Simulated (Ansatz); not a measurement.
Phonons of ZnS (zinc blende) at Γ, L = (0.5, 0.0, 0.0), X = (0.5, 0.5, 0.0).

ZnS (zinc blende)

```xyz
2
Lattice="0.0000 2.7217 2.7217 2.7217 0.0000 2.7217 2.7217 2.7217 0.0000" Properties=species:S:1:pos:R:3 pbc="T T T"
S      4.0826     4.0826     4.0826
Zn     0.0000     0.0000     0.0000
```

Computed with PBE (plane waves to 420 eV, PAW, scalar-relativistic; Ansatz, a first-principles code). DFPT wavenumbers on a 8×8×8 k mesh, in cm⁻¹; i marks imaginary ones, q is in fractions of the reciprocal vectors of the cell shown, and the three acoustic modes at Γ are left out. The non-analytic (LO-TO) term is not included, so polar modes at Γ have their transverse values. The PAW data are Ansatz's earlier set. ZnS was relaxed with its symmetry unable to fall.

| q | wavenumbers (cm⁻¹) |
|---|---|
| Γ | 260 (×3) |
| L = (0.5, 0.0, 0.0) | 71 (×2), 189, 274 (×2), 320 |
| X = (0.5, 0.5, 0.0) | 90 (×2), 204, 294 (×2), 309 |

The structure shows no imaginary mode at these points (lowest 71 cm⁻¹ at L = (0.5, 0.0, 0.0)); other wave vectors were not tested.

Highest mode: 320 cm⁻¹ at L = (0.5, 0.0, 0.0).
